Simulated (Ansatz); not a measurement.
Ansatz (a quantum-chemistry and plane-wave program) input:

Ansatz 0.2 input:
```yaml
crystal:
  lattice:
    - [6.3510492299, 0.0, 0.0]
    - [0.0, 3.4602258802, 0.0]
    - [0.0, 0.0, 8.5749582376]
  atoms:
    - { symbol: Ge, position: [0.9366069115, 0.25, 0.3685623382] }
    - { symbol: Ge, position: [0.0633930885, 0.75, 0.6314376618] }
    - { symbol: Ge, position: [0.5633930885, 0.75, 0.8685623382] }
    - { symbol: Ge, position: [0.4366069115, 0.25, 0.1314376618] }
    - { symbol: Ge, position: [0.6352046136, 0.75, 0.4596431336] }
    - { symbol: Ge, position: [0.3647953864, 0.25, 0.5403568664] }
    - { symbol: Ge, position: [0.8647953864, 0.25, 0.9596431336] }
    - { symbol: Ge, position: [0.1352046136, 0.75, 0.0403568664] }
    - { symbol: Mo, position: [0.2501805697, 0.25, 0.8290155455] }
    - { symbol: Mo, position: [0.7498194303, 0.75, 0.1709844545] }
    - { symbol: Mo, position: [0.2498194303, 0.75, 0.3290155455] }
    - { symbol: Mo, position: [0.7501805697, 0.25, 0.6709844545] }
kpoints:
  mp_grid: { grid: [7, 12, 5] }
hamiltonian:
  xc: r2scan
  pseudopotentials: { kind: paw }
scf:
  occupations: { method: gaussian, width: 0.05 }
checkpoint: { read: metal.run }
output: { bader: true, populations: true }
```

Output (shortened):

```
Pseudopotential: Ge, paw, valence charge 14
Pseudopotential: Mo, paw, valence charge 14
Functional definition: r2SCAN
Crystal: 12 atoms, lattice volume = 188.444 Å³
Basis set: ecut = 500 eV, 4797 PW (Γ), exchange–correlation on 192×108×256 points (64 copies of the dense FFT grid, shifted against one another)
Bands: 101, of which v1, the nominal top of the filled ones, is band 84 counted from 1 (83 counted from 0)
Symmetry: 8 space group operations
Space group: Pnma (ITA 62), of the structure as read, at distance tolerance 5.7e-5 Å
k-points: 84 of 420
Stability of the state it starts from, as read at its close in the unpolarized treatment …
iter 1 solved again at ethr=6.69e-8 eV; its pass at ethr=3.10e-3 eV (dr2=1.12e-4 eV) is discarded
SCF iter   1: F=—  HF=-54295.370131 eV  |F-HF|=—  |Δ(HF+E_count)|=         —  Δρ=4.51e-7  dr2=3.91e-10  dr2_τ=6.56e-11  ethr=6.69e-8  ⟨swp⟩=4.0  Hψ=50154  notcnv=0
preconditioner: auto → Kerker (q_TF=auto, 2.677 Å⁻¹)
SCF iter   2: F=—  HF=-54295.370131 eV  |F-HF|=—  |Δ(HF+E_count)|=   6.75e-7  Δρ=2.21e-7  dr2=1.21e-10  dr2_τ=6.51e-11  ethr=1.00e-12  ⟨swp⟩=6.7  Hψ=29947  notcnv=0
SCF iter   3: F=-54295.370131 eV  HF=-54295.370131 eV  |F-HF|=4.37e-11  |Δ(HF+E_count)|=  7.28e-12  Δρ=1.36e-7  dr2=3.28e-11  dr2_τ=8.07e-12  ethr=1.00e-12  ⟨swp⟩=1.0  Hψ=17310  notcnv=0
SCF 1 converged in 3 iterations: F = -54295.370131 eV  dr2 = 3.28e-11
SCF converged after 3 iterations
Free energy (F): -54295.370131 eV
Harris-Foulkes:  -54295.370131 eV  (|F-HF|=4.37e-11)
Internal energy: -54295.368563 eV  (E = F + TS)
E sigma→0 (E₀):  -54295.369347 eV
Entropy (-TS):   -0.001568 eV (-0.131 meV/atom)
Fermi energy:    15.889451 eV
--- Per-component energies (eV) ---
  E_band       = -967.452879
  E_kinetic    = 2664.351093
  E_local      = -19386.111552  (includes V_loc(G=0)·N_el)
  E_nonlocal   = 3936.678790
  E_hartree    = 8243.955103
  E_xc         = -1274.893518
  E_vxc        = -1580.510758  (∫ρ·V_xc dr)
  E_paw        = -29146.129046  (= ΣΔE_a)
  E_vpaw       = -3188.893832  (= ΣTr[D̂ρ^β])
  E_aug_tail   = 0.000125  (compensation charges beyond the density's cutoff)
  E_vtau       = 99.123188  (kinetic-family band-sum trace: ∫τ·v_τ [+ j·A + Jᵃ·Aᵃ] dr)
  E_ewald      = -19323.648618
  E_core_change = -9.570941  (= ΣΔE_core)
  E_smearing   = -0.001568  (= −TS)
  E_closure    =  0.000000  (closes the sum)
  Σ components = -54295.370131   (vs F -54295.370131, Δ=0.00e0)
  [band-id]    e_kinetic+e_local+e_nonlocal+2·e_hartree+e_vxc+e_vpaw+e_augmentation_tail+e_vtau = -967.452740   (vs E_band -967.452879, Δ=1.39e-4)
--- Band table (eV; the first three rows and the last of 84) ---
  k-point 0: bands = ["-46.7894", "-46.7889", "-46.7820", "-46.7820", "-20.2752", "-20.2664", "-20.2250", "-20.2193", "-20.1942", "-20.1819", "-20.1466", "-20.1465", "-20.1423", "-20.1416", "-20.1369", "-20.1367", "-9.4717", "-9.4706", "-9.3863", "-9.3809", …
  k-point 1: bands = ["-46.7893", "-46.7889", "-46.7820", "-46.7820", "-20.2743", "-20.2672", "-20.2245", "-20.2198", "-20.1930", "-20.1831", "-20.1466", "-20.1465", "-20.1423", "-20.1416", "-20.1369", "-20.1368", "-9.4716", "-9.4707", "-9.3857", "-9.3813", …
  k-point 2: bands = ["-46.7892", "-46.7891", "-46.7820", "-46.7820", "-20.2721", "-20.2694", "-20.2230", "-20.2212", "-20.1900", "-20.1862", "-20.1466", "-20.1465", "-20.1421", "-20.1418", "-20.1369", "-20.1368", "-9.4714", "-9.4710", "-9.3842", "-9.3825", …
  k-point 83: bands = ["-46.7795", "-46.7795", "-46.7779", "-46.7779", "-20.2609", "-20.2609", "-20.2572", "-20.2572", "-20.2368", "-20.2368", "-20.2262", "-20.2262", "-20.1583", "-20.1583", "-20.1494", "-20.1494", "-9.3764", "-9.3764", "-9.3763", "-9.3763", …
--- Löwdin populations: 12 sites ---
  site symbol       q [e]
     0     Ge     14.0240
     1     Ge     14.0240
     2     Ge     14.0240
     3     Ge     14.0240
     4     Ge     13.9445
     5     Ge     13.9445
     6     Ge     13.9445
     7     Ge     13.9445
     8     Mo     13.9201
     9     Mo     13.9201
    10     Mo     13.9201
    11     Mo     13.9201
  spilling = 0.002652 (of n_electrons = 168.000000)
--- Bader charges: 12 sites ---
  site symbol  charge [e]  shift [e]
     0     Ge     -0.2441     0.0001
     1     Ge     -0.2442     0.0001
     2     Ge     -0.2442     0.0001
     3     Ge     -0.2441     0.0001
     4     Ge     -0.1998     0.0002
     5     Ge     -0.1998     0.0002
     6     Ge     -0.1998     0.0002
     7     Ge     -0.1999     0.0002
     8     Mo      0.4440     0.0003
     9     Mo      0.4440     0.0003
    10     Mo      0.4440     0.0003
    11     Mo      0.4440     0.0003
  shift: an alarm, by how much a part of what the PAW files miss would move the charge. Where it is large, compare
  with a run on PAW files of another source; a small one proves nothing
  estimated error of the sums over rays = 7.4e-4 e
```

Cost: roughly 4 core-minutes on shared cores.

The workflow started from a Materials Project entry (that database holds measured and hypothetical structures alike); the Crystallography Open Database files this formula in space group No. 62, but the cells were not matched. Its standing as an ambient phase is unchecked. The cell was relaxed with r²SCAN under the symmetry of its start; its stability against distortions is not shown here. No spin polarisation was allowed. Scalar-relativistic: spin–orbit coupling is off unless named, which matters more the heavier the elements.

Potentials: the later of the program's two PAW sets.

Ansatz is a plane-wave DFT program.
